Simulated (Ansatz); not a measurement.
# Property card for SrTiTe$_{3}$

All numbers below come from DFT PBE, scalar-relativistic, plane waves, PAW (Ansatz).

Plane waves to 420 eV, a k mesh through Γ of 8×8×8 on the computed 5-atom cell and Gaussian smearing (0.10 eV); no spin polarisation.

The structure is relaxed at this level of theory with its symmetry kept, and needn't be the ground state of this composition.

```cif
data_structure
_symmetry_space_group_name_H-M 'P 1'
_symmetry_Int_Tables_number 1
_cell_length_a 5.4480
_cell_length_b 5.4480
_cell_length_c 5.4480
_cell_angle_alpha 90.000
_cell_angle_beta 90.000
_cell_angle_gamma 90.000
_cell_volume 161.70
loop_
_atom_site_label
_atom_site_type_symbol
_atom_site_fract_x
_atom_site_fract_y
_atom_site_fract_z
_atom_site_occupancy
Sr1 Sr 0.50000 0.50000 0.50000 1
Ti1 Ti 0.00000 0.00000 0.00000 1
Te1 Te 0.00000 0.00000 0.50000 1
Te2 Te 0.00000 0.50000 0.00000 1
Te3 Te 0.50000 0.00000 0.00000 1
```

Problem. Formation energy from the elements' standard states (uncorrected)?

Solution. -0.801 eV/atom.

Problem. Kohn–Sham band gap?

Solution. none (metal).

Problem. Density of states at the Fermi level?

Solution. 3.0 states/eV per cell.

Problem. Orbital (Löwdin) character within 0.5 eV of the Fermi level?

Solution. Ti 3d 50 %, Te 5p 44 %, unprojected 4 %.

Problem. Bader charge by site (e)?

Solution. Sr (1 in the cell) 1.53, Ti (1 in the cell) 1.39, Te (3 in the cell) -0.97.

Spin-orbit coupling is left out, which matters for the bands of heavy elements.

The cell was found from a structure generator's guess, not taken from experiment. Löwdin shares on free-atom orbitals overweight diffuse shells.
